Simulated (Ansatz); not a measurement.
How long does this Ansatz run take?

```yaml
crystal:
  lattice:
    - [0.0, 2.4065, 2.4065]
    - [2.4065, 0.0, 2.4065]
    - [2.4065, 2.4065, 0.0]
  atoms:
    - { symbol: Ca, position: [0.0, 0.0, 0.0] }
    - { symbol: O, position: [0.5, 0.5, 0.5] }
kpoints:
  mp_grid: { grid: [9, 9, 9] }
scf:
  occupations: { method: fermi_dirac, width: 0.02 }
hamiltonian:
  xc: pbe
  pseudopotentials: { kind: paw }
output:
  forces: true
  stress: true
  populations: true
  efg:
    quadrupole_moments_barn: { Ca: -0.0408, O: -0.02558 }
    contact_densities: true
relax:
  f_tol: 0.02
  max_steps: 60
```

```sh
ansatz run input.yaml --threads 1 --pin off --max-ram 3072MiB --backend cpu --events-out ev --progress --plain --runs-dir out
```

It runs on 1 thread of Arm Neoverse N1 (aarch64; 8 cores open to the job, memory cap 3.0 GiB, no GPU), a shared host with a load of 0.7 a core.

Task: Estimate the wall time and the peak memory.

Result: About 3.2 s of wall time (3.2 s of CPU time) and 0.3 GiB. The run holds 16 valence electrons in 12 bands, about 537 plane waves a k-point and 35 irreducible k-points, and took 7 SCF iterations, over 1 ionic steps. Times on a shared host vary by tens of per cent.
